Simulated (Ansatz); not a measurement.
CuI:
```
CuI
1.0
    0.00000     3.01145     3.01145
    3.01145     0.00000     3.01145
    3.01145     3.01145     0.00000
I Cu
1 1
Direct
  0.75000   0.75000   0.75000
  0.00000   0.00000   0.00000
```

Relaxed with r²SCAN.

Question: Give the Bader charges and basin volumes of the independent atoms, DFT-r²SCAN in the program Ansatz with PAW potentials.

Answer: 

```
atom  Bader charge (e)  Bader volume (Å³)
----  ----------------  -----------------
I1               -0.38               38.0
Cu2              +0.38               16.7
```

Space group F-43m (zinc blende). The r²SCAN relaxation kept the symmetry of its start. The run is not spin-polarised. Scalar-relativistic: spin–orbit coupling is off unless named, which matters more the heavier the elements.

Potentials: the later of the program's two PAW sets.
